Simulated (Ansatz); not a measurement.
Given:

SnGe:
```cif
data_Ge4Sn4
_chemical_formula_sum 'Ge4 Sn4'
_space_group_name_H-M_alt 'P 1'
_space_group_IT_number 1
_cell_length_a 4.32819
_cell_length_b 4.30154
_cell_length_c 12.31521
_cell_angle_alpha 90.000
_cell_angle_beta 90.000
_cell_angle_gamma 90.000
loop_
_space_group_symop_operation_xyz
  'x, y, z'
loop_
_atom_site_label
_atom_site_type_symbol
_atom_site_fract_x
_atom_site_fract_y
_atom_site_fract_z
_atom_site_occupancy
Ge1 Ge 0.25000 0.00000 0.33739 1
Ge2 Ge 0.25000 0.50000 0.44615 1
Ge3 Ge 0.75000 0.50000 0.55385 1
Ge4 Ge 0.75000 0.00000 0.66261 1
Sn1 Sn 0.25000 0.00000 0.78669 1
Sn2 Sn 0.25000 0.50000 0.92985 1
Sn3 Sn 0.75000 0.50000 0.07015 1
Sn4 Sn 0.75000 0.00000 0.21331 1
```

This is the PBEsol-relaxed structure.

**Question.** All from PBEsol in the plane-wave PAW code Ansatz, unless another level is named. Give the electronic character.

**Answer.** metallic (no gap).

**Question.** Give the formation energy from the elements (no fitted shifts).

**Answer.** 0.083 eV/atom.

**Question.** Next, the density of states at the Fermi level?

**Answer.** 0.10 states/eV per atom (mean over ±0.08 eV).

Space group Pmma. The start of the workflow was typed in or built on a structure type; neither database checked (COD, Materials Project) lists it. Whether it is the stable phase at ambient conditions was not checked. Symmetry was held in the PBEsol relaxation; whether a distortion lowers the energy is not shown. The references are the lowest solids computed at this level, not always the standard phases. Scalar-relativistic: spin–orbit coupling is off unless named, which matters more the heavier the elements.

Potentials: the earlier of the program's two PAW sets. The files were generated under PBE; for other functionals the program regenerates the frozen cores, and for LDA and PBEsol the local potential too.
